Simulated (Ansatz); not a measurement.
## Data sheet: Te2W (DFT)

Te$_{2}$W:
```xyz
6
Lattice="3.4756 0.0000 0.0000 -1.7378 3.0099 0.0000 0.0000 0.0000 13.8336" Properties=species:S:1:pos:R:3 pbc="T T T"
Te     0.0000     2.0066    12.1789
Te     1.7378     1.0033     1.6547
Te     1.7378     1.0033     5.2621
Te     0.0000     2.0066     8.5715
W      0.0000     2.0066     3.4584
W      1.7378     1.0033    10.3752
```

Space group P6_3/mmc (No. 194); conventional cell a = b = 3.476 Å, c = 13.834 Å, α = β = 90.00°, γ = 120.00°.

Method: plane-wave PAW LDA (Ansatz code). The cell and atoms are relaxed at this level. Other levels are named where they apply.

### Cell and energy

```
Quantity                                                             Result
-----------------------------------------------------  --------------------
Volume per atom                                                    24.12 Å³
Density                                                         10.08 g/cm³
Formation energy from the elements (no fitted shifts)  -9.4 kJ/mol of atoms
```

### Electronic structure

```
Property                                                                                          Result
----------------------------------------  --------------------------------------------------------------
Band gap                                                                              0.75 eV (indirect)
Valence-band maximum                                                                                at K
Conduction-band minimum                   on the K–Γ line, 42 % of the way from K (6 equivalent valleys)
Smallest direct gap on the standard path                                                         1.09 eV
Electron effective mass                                           0.32, 0.36, 0.51 mₑ (principal values)
Hole effective mass                                               0.40, 0.40, 0.55 mₑ (principal values)
```

### Mechanics

```
Property                                                                                         Result
--------------------------------------------  ---------------------------------------------------------
Bulk modulus (Birch–Murnaghan fit)                                                             368 kbar
Pressure derivative B′                                                                             12.9
Elastic constants (relaxed ions, GPa)         C11 = 149, C12 = 27.1, C13 = 13.7, C33 = 52.2, C44 = 26.4
Mechanical stability                                             stable (all eigenvalues of C positive)
Hill bulk and shear moduli                                                            45.0 and 38.6 GPa
Young's modulus                                                                                90.1 GPa
Poisson's ratio                                                                                    0.17
Debye temperature from the elastic constants                                                      222 K
```

### Phonons

```
Item                                                                Result
--------------------------------------------------  ----------------------
Highest zone-centre frequency (without LO–TO term)               248 cm^-1
Zone-centre stability                               no imaginary mode at Γ
```

The workflow started from a Materials Project entry (that database holds measured and hypothetical structures alike); the Crystallography Open Database copy checked does not list it. COD files the formula under space group No. 31. Its standing as an ambient phase is unchecked. The cell was relaxed with LDA under the symmetry of its start. No spin polarisation was allowed. A crystal of weakly bound layers computed without a dispersion correction: the cell and the soft elastic constants depend strongly on that. The references are the lowest solids computed at this level, not always the standard phases. Scalar-relativistic: spin–orbit coupling is off unless named, which matters more the heavier the elements.

Potentials: the earlier of the program's two PAW sets. The files were generated under PBE; for other functionals the program regenerates the frozen cores, and for LDA and PBEsol the local potential too.
